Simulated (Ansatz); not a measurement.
AsSeS: reading a single point

```yaml
crystal:
  lattice:
    - [6.21505, 0.00000, 0.00000]
    - [0.00000, 6.21505, 0.00000]
    - [0.00000, 0.00000, 6.21505]
  atoms:
    - { symbol: S, position: [0.00010, 0.00010, 0.00010] }
    - { symbol: S, position: [0.49990, 0.99990, 0.50010] }
    - { symbol: S, position: [0.50010, 0.49990, 0.99990] }
    - { symbol: S, position: [0.99990, 0.50010, 0.49990] }
    - { symbol: As, position: [0.62080, 0.62080, 0.62080] }
    - { symbol: As, position: [0.87920, 0.37920, 0.12080] }
    - { symbol: As, position: [0.12080, 0.87920, 0.37920] }
    - { symbol: As, position: [0.37920, 0.12080, 0.87920] }
    - { symbol: Se, position: [0.37890, 0.37890, 0.37890] }
    - { symbol: Se, position: [0.12110, 0.62110, 0.87890] }
    - { symbol: Se, position: [0.87890, 0.12110, 0.62110] }
    - { symbol: Se, position: [0.62110, 0.87890, 0.12110] }
```

Single point in Ansatz 0.2.0 with PBE, spin-orbit coupling. Cutoff 420 eV, PAW datasets, 5×5×5 Γ-centred k mesh, fermi-dirac filling (width 0.1 eV).

The state carries no moments; the state need not be the lowest.

(1) Metal or insulator?

(2) How is the charge shared?

(3) Where is the largest force?

(4) Is the cell too large or too small?

Origin: a known structure type with other elements, at an estimated volume, so it need not be a known compound.

Answers

(1) It is a metal, with about 6.5 states/eV a cell as the mean within 0.25 eV of the Fermi level, mostly Se p (32 %), S p (30 %) and As p (25 %).

(2) Bader charges in e: As +0.40, Se -0.09, S -0.30. In the mean As gives up most and S takes most.

(3) The largest is on S1 (and as large on other atoms): 1.20 eV/Å, components (0.69, 0.69, 0.69). It makes 58° with the line to a nearest neighbour, As6 at 2.58 Å.

(4) The pressure is 6.5 GPa (compression positive), so with the atoms held at these fractions the cell would first expand; the forces are large, so a full relaxation may end otherwise.
